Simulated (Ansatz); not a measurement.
CoSi2 (fluorite or antifluorite type, Fm-3m) under volume change, the program Ansatz at the PBE level (PAW), scaled uniformly.

| V (Å³/atom) | E − E(relaxed) (meV/atom) | P (GPa) |
|---|---|---|
| 11.676 | [?] | [?] |
| 12.061 | 28.9 | 12.74 |
| 12.446 | 6.8 | 5.84 |
| 12.831 | 0.0 | 0.00 |
| 13.216 | [?] | [?] |
| 13.601 | 23.2 | -9.12 |
| 13.986 | 49.4 | -12.59 |

Task: What belongs in the gaps?

Result: 
- 11.676, E − E(relaxed) (meV/atom): 69.0
- 11.676, P (GPa): 20.88
- 13.216, E − E(relaxed) (meV/atom): 6.1
- 13.216, P (GPa): -4.95

Task: What does a third-order Birch–Murnaghan fit give for V₀, B₀ and B′?

Result: V₀ = 12.83 Å³/atom, B₀ = 178 GPa, B′ = 4.6.

The cell was relaxed with PBE under the symmetry of its start. The workflow began spin-polarised and lost its moments.

Potentials: the later of the program's two PAW sets.
